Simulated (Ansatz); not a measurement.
The start is a randomly generated symmetric cell of HfN (space group No. 139). The cell and all atomic positions are relaxed at zero pressure with PBEsol (plane waves to 420 eV, PAW, scalar-relativistic; Ansatz, a program for electronic structure). The first steps use a coarse 9×9×9 k-mesh.

Initial structure:
```
HfN
1.0
   -1.85696     1.85696     5.17674
    1.85696    -1.85696     5.17674
    1.85696     1.85696    -5.17674
Hf N
2 2
Direct
  0.50000   0.50000   0.00000
  0.00000   0.00000   0.00000
  0.22741   0.22741   0.00000
  0.77259   0.77259   0.00000
```

### Question
Which atoms feel the largest initial force, and how large is it?

### Answer
About 0.7 eV/Å, on N3, N4 (atoms numbered as listed).

### Question
What symmetry does the relaxed structure have?

### Answer
The space group goes from I4/mmm (No. 139) to P4/mmm (No. 123), with 2 atoms in the primitive cell.

### Question
How do the shortest distances between atoms change?

### Answer
The closest pairs of elements (up to four, under 3.6 Å), start → end: Hf–N 2.35 → 1.99 Å; Hf–Hf 2.63 → 3.20 Å; N–N 2.67 → 3.20 Å.

### Question
What band gap does the relaxed structure have at this level?

### Answer
Zero (metallic).

Final values are on a 15×15×12 k-mesh of the relaxed cell. No spin polarisation in the result. The relaxed primitive cell holds an odd number of electrons. A magnetic state may lie lower.

The run could not lower the symmetry of its start; a shaken copy of this end point relaxes with PBEsol to Fm-3m (No. 225), 2.66 eV/atom lower.

The relaxed structure here is a generated cell of HfN: the first start was made by a random draw of sites in a space group, and the end was not matched to a known phase here, so it may be hypothetical. Known forms of HfN include space group No. 225.
